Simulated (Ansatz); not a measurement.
**Vibrational response of AgCl at 1 GPa**

All numbers below come from DFT LDA, scalar-relativistic, plane waves, PAW (Ansatz). Plane waves to 420 eV; Γ-centred k mesh 10×10×10; fixed occupations. No spin polarisation. Phonons by linear response, acoustic sum rule imposed.

The cell, relaxed at 1 GPa:
```
Ag Cl
1.0
     0.00000    2.66473    2.66473
     2.66473    0.00000    2.66473
     2.66473    2.66473    0.00000
Ag Cl
1 1
Direct
  0.50000 0.50000 0.50000
  0.00000 0.00000 0.00000
```

Question: Give the high-frequency dielectric tensor ε∞.

Answer:
```
5.92 0.00 0.00
0.00 5.92 0.00
0.00 0.00 5.92
```

Question: Give the Born effective charges.

Answer:
```tsv
atom	Z*xx	Z*yy	Z*zz	mean
Ag (atom 1)	1.41	1.41	1.41	1.41
Cl (atom 2)	-1.41	-1.41	-1.41	-1.41
```

Question: How large is the static dielectric tensor with the ions free to move, and what share of it is ionic?

Answer:
```
11.1  0.0  0.0
 0.0 11.1  0.0
 0.0  0.0 11.1
```
The ions give 47 % of its trace.